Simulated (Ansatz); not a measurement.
Nb$_{4}$CoP in space group P4/mcc (No. 124; P on 2c, Co on 2a, Nb on 8m) at seven volumes, plane-wave PAW r²SCAN (Ansatz code), shape and atoms relaxed at each. One row is withheld.

```tsv
V (Å³/atom)	P (GPa)
14.205	?
14.674	14.26
15.142	6.59
15.610	0.00
16.078	-5.69
16.547	-10.61
17.015	-14.83
```

Task: Fit the shown pressures and predict the withheld one.

Result: P = (3/2)B₀(x^(7/2) − x^(5/2))[1 + (3/4)(B′ − 4)(x − 1)] with x = (V₀/V)^(2/3). Least squares on the six rows gives V₀ = 15.610 Å³/atom, B₀ = 204 GPa, B′ = 3.96. At V = 14.205, x = 1.0649 and P = 23.19 GPa. The run itself gave 23.16 GPa.

The workflow started from an entry of the Crystallography Open Database (COD). Whether it is the stable phase at ambient conditions was not checked. The cell was relaxed with r²SCAN under the symmetry of its start; its stability against distortions is not shown here. The workflow began spin-polarised and lost its moments.

Potentials: the later of the program's two PAW sets.
